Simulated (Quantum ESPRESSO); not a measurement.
# Moving one atom in Mg2GaO3Cl

Calculated results; nothing here was measured. They come from pw.x of Quantum ESPRESSO 7.5, a plane-wave density functional program, with PseudoDojo standard norm-conserving files (v0.5 for PBE, v0.4.1 for LDA and PBEsol). The cells are made up: elements, strain and atom displacements were drawn at random, and nothing was relaxed. There is no spin polarisation, spin-orbit coupling or dispersion term.

The cell has 8 sites of a zincblende or diamond lattice. Sites 1 to 4 hold Mg empty Mg Ga; sites 5 to 8 hold O O Cl O. Cell vectors in Å: (4.905, 0.000, 0.000); (0.000, 4.905, 0.000); (0.000, 0.000, 4.905). Settings: PBE, cutoff 1143 eV, 4 x 4 x 4 k mesh shifted by half a step, Fermi-Dirac smearing of 0.025 eV.

Each run shifts the O atom on site 5 along x and leaves all else fixed. Site 4 is one of its nearest neighbours. E is the free energy of the cell above the lowest run shown. The last column is band 30 less band 29 at Gamma, from a band step after each run.

```
run,shift (Å),Fx on site 5 (eV/Å),Fx on site 4 (eV/Å),P (GPa),E (meV),level step at Gamma (eV)
1,-0.1348,2.353,-2.670,-6.47,383.0,1.279
3,-0.0673,2.039,-2.623,-6.48,234.6,1.324
4,-0.0405,1.908,-2.598,-6.47,181.7,1.339
5,-0.0178,1.795,-2.573,-6.45,139.7,1.352
6,0.0238,1.582,-2.520,-6.38,69.4,1.372
7,0.0714,1.331,-2.448,-6.28,0.0,1.391
2,-0.0973,?,?,?,?,?
```

A rerun of one of these cells at 1437 eV and k mesh 6 x 6 x 6 moved values by no more than 0.002 eV in the cell's energy, 0.03 GPa in stress and 0.003 eV/Å in force.

## Worked fit

A parabola through the six runs shown gives Fx on site 5 = 1.705 - 5.09 u - 2.1 u² eV/Å, with u in Å and a scatter of 0.001 eV/Å. Minus the slope, 5.09 ± 0.02 eV/Å², is this atom's force constant along x at u = 0, with its periodic images moving too. The fitted force does not vanish within the range. The error is the larger of the fit's own and the change that a cubic makes, rounded up.

## Withheld run

Question: what Fx on site 5 should run 2 give?

The fit gives 2.180 eV/Å. The calculation gave 2.181 eV/Å.

```
run  shift (Å)  Fx on site 5 (eV/Å)  Fx on site 4 (eV/Å)  P (GPa)  E (meV)  level step at Gamma (eV)
  2    -0.0973                2.181               -2.647    -6.48    297.9                     1.305
```